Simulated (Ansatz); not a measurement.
# TiB: energy along a strain

TiB, F-43m, a = 4.202 Å (as given, not relaxed at this level: 121.1 GPa). The structure is a COD entry; whether it is the stable form wasn't checked. Ansatz: r2SCAN, PAW, 500 eV, Γ-centred 20×20×20 mesh on 2 atoms, Gaussian smearing 0.15 eV; no spin polarisation. Cell vectors (Å): 0.000 2.101 2.101; 2.101 0.000 2.101; 2.101 2.101 0.000. The cell is strained by x per cent times the pattern (0 0 1 0 0 0) in the order xx yy zz yz xz xy (engineering shears), with fractional coordinates held. y is the free energy over the start, V0 = 9.274 Å³/atom.

```
x (%) y (meV/atom)
-6.00             ?
-4.50        331.37
-3.00        217.42
-1.50        106.94
 0.00          0.00
 1.50       -103.30
 3.00       -202.87
 4.50       -298.55
 5.25       -344.89
 6.00       -390.22
```

Problem. Fit y = c1 x + c2 x² + c3 x³ to the other rows, get the stiffness along the pattern, and predict the missing energy.

Solution. Least squares on the rows shown. y = −70.100 x + 0.81038 x² + 0.0055329 x³. The clamped-ion stiffness p·C·p = 2 × 8.104 eV × 160.2 / 9.274 Å³ = 280 GPa, which is C33 in these axes (C11 of the cubic crystal) (second derivative at the start, which stands under stress). At x = -6.00 the fit asked for gives 448.58 meV/atom. The run gave 448.63 meV/atom, so the fit is 0.05 meV/atom too low, a small miss on the scale of the series.